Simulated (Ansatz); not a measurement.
Consider the following.

CoAs3:
```
CELL_PARAMETERS angstrom
     -4.07541     4.07541     4.07541
      4.07541    -4.07541     4.07541
      4.07541     4.07541    -4.07541
ATOMIC_POSITIONS crystal
  Co 0.50000 0.00000 0.00000
  Co 0.00000 0.50000 0.00000
  Co 0.50000 0.50000 0.50000
  Co 0.00000 0.00000 0.50000
  As 0.49319 0.34088 0.15231
  As 0.50681 0.65912 0.84769
  As 0.18857 0.34088 0.84769
  As 0.81143 0.65912 0.15231
  As 0.15231 0.49319 0.34088
  As 0.84769 0.50681 0.65912
  As 0.84769 0.18857 0.34088
  As 0.15231 0.81143 0.65912
  As 0.34088 0.15231 0.49319
  As 0.65912 0.84769 0.50681
  As 0.34088 0.84769 0.18857
  As 0.65912 0.15231 0.81143
```

This is the PBEsol-relaxed structure.

All from DFT-PBEsol in the program Ansatz with PAW potentials, unless another level is named. Give the electronic character.

no gap, with almost no states at the Fermi level (zero-gap or semimetallic).

And the formation energy from the elements (no fitted shifts)?

-0.35 eV/atom.

Predict the gap with spin–orbit coupling.

none (metallic).

Space group Im-3. The workflow started from a Materials Project entry (that database holds measured and hypothetical structures alike); the Crystallography Open Database files this formula in space group No. 204, but the cells were not matched. Whether it is the stable phase at ambient conditions was not checked. The PBEsol relaxation kept the symmetry of its start; its stability against distortions is not shown here. The run is not spin-polarised. The references are the lowest solids computed at this level, not always the standard phases. Scalar-relativistic: spin–orbit coupling is off unless named, which matters more the heavier the elements.

Potentials: the later of the program's two PAW sets.
